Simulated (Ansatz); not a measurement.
Input:

Ta:
```yaml
crystal:
  lattice:
    - [-1.64281, 1.64281, 1.64281]
    - [1.64281, -1.64281, 1.64281]
    - [1.64281, 1.64281, -1.64281]
  atoms:
    - { symbol: Ta, position: [0.00000, 0.00000, 0.00000] }
```

This is the PBE+D3(BJ)-relaxed structure.

Question: All from PBE+D3(BJ) (plane waves, PAW; program Ansatz), unless another level is named. Estimate the Debye temperature from the elastic constants.

Answer: 262 K.

Question: What about the elastic constants (relaxed ions, GPa)?

Answer: C11 = 284, C12 = 167, C44 = 79.8.

Space group Im-3m (bcc (W type)). The PBE+D3(BJ) relaxation kept the symmetry of its start. The run is not spin-polarised. The pairwise dispersion correction was not fitted to metals. As this level gives no gap, shear constants depend on the k-mesh and smearing (Fermi–Dirac, 0.1 eV here). Scalar-relativistic: spin–orbit coupling is off unless named, which matters more the heavier the elements.

Potentials: the later of the program's two PAW sets.
